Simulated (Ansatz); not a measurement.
Ti$_{3}$Ge:
```
Ti3Ge
1.0
   -5.05776     5.05776     2.54176
    5.05776    -5.05776     2.54176
    5.05776     5.05776    -2.54176
Ti Ge
12 4
Direct
  0.32026   0.29497   0.18966
  0.86940   0.67974   0.97470
  0.10530   0.13060   0.81034
  0.70503   0.89470   0.02530
  0.00770   0.33737   0.38430
  0.37660   0.99230   0.32967
  0.95308   0.62340   0.61570
  0.66263   0.04692   0.67033
  0.97694   0.94518   0.40174
  0.42480   0.02306   0.96824
  0.54345   0.57520   0.59826
  0.05482   0.45655   0.03176
  0.51076   0.76496   0.32667
  0.81591   0.48924   0.25420
  0.43829   0.18409   0.67333
  0.23504   0.56171   0.74580
```

Relaxed with PBEsol. Special points in fractions of this cell's reciprocal vectors: Γ (0.000, 0.000, 0.000); X (0.000, 0.000, 0.500); M (-0.500, 0.500, 0.500); Z (0.313, 0.313, -0.313); Z0 (-0.313, 0.687, 0.313); P (0.250, 0.250, 0.250); N (0.000, 0.500, 0.000).

### Question
List the band energies nearest the Fermi level at these points for the program Ansatz at the PBEsol level (PAW).

### Answer
In eV from the Fermi level; about four levels below and three above (degenerate sets whole), none deeper than 8.9 eV; points with the same levels are listed once.

| k | below | above |
|---|---|---|
| Γ | -0.36 -0.15 -0.15 -0.13 | 0.42 0.55 0.74 0.74 |
| X | -0.19 -0.16 -0.03 -0.02 | 0.38 0.39 0.59 0.59 |
| M | -0.28 -0.23 -0.13 -0.13 | 0.06 0.12 0.18 |
| Z | -0.45 -0.45 -0.44 -0.39 -0.26 0.00 | 0.11 0.11 0.16 |
| P | -0.46 -0.45 -0.41 -0.34 -0.03 | 0.14 0.28 0.32 |
| N | -0.38 -0.28 -0.26 -0.07 | 0.00 0.09 0.33 |

Space group I-4. The first step of the workflow began from a Materials Project structure, measured or hypothetical; the Crystallography Open Database copy checked does not list it. Its standing as an ambient phase is unchecked. The PBEsol relaxation kept the symmetry of its start; its stability against distortions is not shown here. No spin polarisation was allowed. Spin–orbit coupling is left out wherever it is not named.

Potentials: the later of the program's two PAW sets.
